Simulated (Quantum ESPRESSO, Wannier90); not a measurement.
**Sb (simple cubic, model phase), plane waves to Wannier functions**

```yaml
crystal:
  lattice:
    - [3.08334, 0.00000, 0.00000]
    - [0.00000, 3.08334, 0.00000]
    - [0.00000, 0.00000, 3.08334]
  atoms:
    - { symbol: Sb, position: [0.00000, 0.00000, 0.00000] }
```

Cell from Materials Project (mp-133), symmetrised, no further relaxation. This isn't the element's usual structure (rhombohedral); take it as a model of another phase. Level: PBEsol, no spin polarisation, no spin-orbit coupling; pw.x of Quantum ESPRESSO at 64 Ry with PseudoDojo potentials, 8×8×8 k-points, Wannier90. Density: 10×10×10 mesh, cold smearing 0.01 Ry. Spin-orbit coupling is left out although heavy elements are present.

Functional, cutoff and mesh named above are those of the base row (8×8×8); the first column says what each row takes instead. Model: 4 functions from bands 6-15, start hydrogen-like Sb: s;p, frozen window tied to the conduction edge or Fermi level of each row, as listed, which moves Ω_I and hoppings a little by itself. Energies are relative to the Fermi level; the misfit is to pw.x on a path, for states up to 1.0 eV relative to the Fermi level. Only the mesh of Bloch states changes. The disentangled Ω_I can sit in another minimum from row to row.

```json
[
 {"mesh": "3×3×3", "frozen to (eV)": "1.50", "Ω_I (Å²)": "4.60", "rms misfit (meV)": "855", "k-points (cost)": "27", "rough cost of nscf and overlaps (first row = 1)": "1.0"},
 {"mesh": "4×4×4", "frozen to (eV)": "1.50", "Ω_I (Å²)": "___", "rms misfit (meV)": "136", "k-points (cost)": "64", "rough cost of nscf and overlaps (first row = 1)": "1.5"},
 {"mesh": "5×5×5", "frozen to (eV)": "1.50", "Ω_I (Å²)": "5.56", "rms misfit (meV)": "155", "k-points (cost)": "125", "rough cost of nscf and overlaps (first row = 1)": "2.8"},
 {"mesh": "7×7×7", "frozen to (eV)": "1.50", "Ω_I (Å²)": "5.82", "rms misfit (meV)": "43", "k-points (cost)": "343", "rough cost of nscf and overlaps (first row = 1)": "6"},
 {"mesh": "8×8×8", "frozen to (eV)": "1.50", "Ω_I (Å²)": "5.92", "rms misfit (meV)": "30", "k-points (cost)": "512", "rough cost of nscf and overlaps (first row = 1)": "6"},
 {"mesh": "10×10×10", "frozen to (eV)": "1.50", "Ω_I (Å²)": "6.14", "rms misfit (meV)": "21", "k-points (cost)": "1000", "rough cost of nscf and overlaps (first row = 1)": "12"}
]
```

Task: Fill in the missing entries.

Result: 
- 4×4×4, Ω_I (Å²): 5.08
